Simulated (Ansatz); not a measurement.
**Structure search: one Ca2YRhC6N6 candidate**

These are results of DFT PBE, scalar-relativistic, plane waves, PAW (Ansatz), not measurements. Cutoff 420 eV, Gaussian smearing, Γ-centred meshes. Cell and atoms relax first on a coarse mesh and then on a finer one. In between, the cell is made exact in the group found at 0.06 Å. In metals the finer mesh still leaves noise of several meV/atom or more. The steps can't lower the symmetry of their start. Collinear spin, starting moments Rh 1.0 μB; they died out on the coarse mesh, so the last step has no spin.

The cell of Ca2YRhC6N6 is invented: cyanide-bridged rock-salt net of two metals, 2 guest cations a cell (Fm-3m, No. 225). Lengths were set from tabulated atomic sizes, so they are only a guess.

```xyz
16
Lattice="0.0000 5.2835 5.2835 5.2835 0.0000 5.2835 5.2835 5.2835 0.0000" Properties=species:S:1:pos:R:3 pbc="T T T"
Ca    2.6418    2.6418    2.6418
Ca    7.9253    7.9253    7.9253
Y     0.0000    0.0000    0.0000
Rh    5.2835    5.2835    5.2835
C     2.1060    5.2835    5.2835
C     5.2835    2.1060    5.2835
C     5.2835    5.2835    2.1060
C     8.4610    5.2835    5.2835
C     5.2835    8.4610    5.2835
C     5.2835    5.2835    8.4610
N     3.2760    5.2835    5.2835
N     5.2835    3.2760    5.2835
N     5.2835    5.2835    3.2760
N     7.2910    5.2835    5.2835
N     5.2835    7.2910    5.2835
N     5.2835    5.2835    7.2910
```

Energies over the elements count from the elements' standard structures at the same level (N₂ as a molecule), with no fitted energy shifts.

Task: Which structure results?

Result: The symmetry stays Fm-3m (No. 225). The volume per atom grows by 22.8 %, from 18.4 to 22.6 Å³. The shortest distance goes from 1.17 Å (C–N) to 1.18 Å (C–N). The energy falls by about 0.31 eV/atom (the start's value is from the coarse mesh). Conventional cell: a = 11.316 Å. Ca has 12 C at 4.01 Å and 12 N at 4.09 Å (long against covalent radii, as for large ions); around Y lie 6 C at 2.51 Å; Rh has 6 N at 1.97 Å; C is surrounded by 1 N at 1.18 Å, 1 Y at 2.51 Å, 1 Rh at 3.15 Å, 4 C at 3.55 Å, 4 N at 3.72 Å and 4 Ca at 4.01 Å; N is surrounded by 1 C at 1.18 Å, 1 Rh at 1.97 Å, 4 N at 2.79 Å, 1 Y at 3.69 Å, 4 C at 3.72 Å, 1 N at 3.95 Å and 4 Ca at 4.09 Å.

```cif
data_structure
_symmetry_space_group_name_H-M 'Fm-3m'
_symmetry_Int_Tables_number 225
_cell_length_a 11.3163
_cell_length_b 11.3163
_cell_length_c 11.3163
_cell_angle_alpha 90.000
_cell_angle_beta 90.000
_cell_angle_gamma 90.000
_cell_volume 1449.16
loop_
_atom_site_label
_atom_site_type_symbol
_atom_site_symmetry_multiplicity
_atom_site_Wyckoff_symbol
_atom_site_fract_x
_atom_site_fract_y
_atom_site_fract_z
_atom_site_occupancy
Ca1 Ca 8 c 0.25000 0.75000 0.75000 1
Y1 Y 4 a 0.00000 0.00000 0.00000 1
Rh1 Rh 4 b 0.50000 0.00000 0.00000 1
C1 C 24 e 0.22173 0.00000 0.00000 1
N1 N 24 e 0.32566 0.00000 0.00000 1
```

Task: Give its energy and gap.

Result:

| Property | Result |
| --- | --- |
| Energy over the elements | +0.37 eV/atom |
| Gap on the 6×6×6 mesh of the 16-atom cell | 0 eV (a metal) |

A positive value: parting into the elements would lower its energy.

The last run used Gaussian smearing of 0.10 eV. The reference form of C is held partly by dispersion forces, which this level lacks. A structure relaxed within its symmetry needn't be a true minimum.
